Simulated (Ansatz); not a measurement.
A relaxed cell of GeCl₂ is given with its symmetry left out. The cell was found from a structure generator's guess, not taken from experiment.

All numbers below come from DFT PBE, scalar-relativistic, plane waves, PAW (Ansatz 0.2.0). Cutoff 420 eV, Γ-centred mesh, Gaussian smearing, no spin polarisation.

```xyz
9
Lattice="4.9704 -5.1278 0.0000 4.9704 5.1278 0.0000 0.0000 0.0000 5.0511" Properties=species:S:1:pos:R:3 pbc="T T T"
Ge    0.0000    0.0000    2.5255
Ge    2.4852    2.5639    0.0000
Ge    2.4852   -2.5639    0.0000
Cl    8.3472    0.0000    0.0000
Cl    4.9704    1.9455    0.0000
Cl    2.4852    2.5639    2.5255
Cl    1.5936    0.0000    0.0000
Cl    4.9704   -1.9455    0.0000
Cl    2.4852   -2.5639    2.5255
```

Formation energies are uncorrected and refer to the elements' standard structures at the same level (Cl₂ as a molecule).

Question: Find its symmetry and describe it.

Answer: Cmmm (No. 65). Conventional cell: a = 9.941 Å, b = 10.256 Å, c = 5.051 Å. Ge on a site of symmetry mmm is surrounded by 4 Cl at 2.99 Å and 4 Cl at 3.57 Å; Ge on a site of symmetry 2/m is surrounded by 4 Cl at 2.53–2.56 Å and 2 Cl at 2.71 Å; Cl on a site of symmetry 2mm is surrounded by 2 Ge at 2.71 Å, 2 Ge at 2.99 Å and 1 Cl at 3.19 Å; Cl on a site of symmetry m2m has 2 Ge at 2.56 Å; 1 more site not described.

Question: What is its formation energy per atom?

Answer: −0.57 eV/atom. Whether it is stable depends on the other phases of the system, which aren't compared here.

Question: Is it a metal?

Answer: Yes, bands cross the Fermi level on the 6×6×8 mesh.

Question: From what recipe could a structure generator have reached it?

Answer: One such recipe: perovskite family, tilts a0a0c+, column order on A (Cmmm, No. 65). Other recipes can lead to the same cell.

The last run used a 6×6×8 mesh (in the run's order of axes) for its 9-atom cell and Gaussian smearing of 0.10 eV. A structure relaxed within its symmetry needn't be a true minimum.
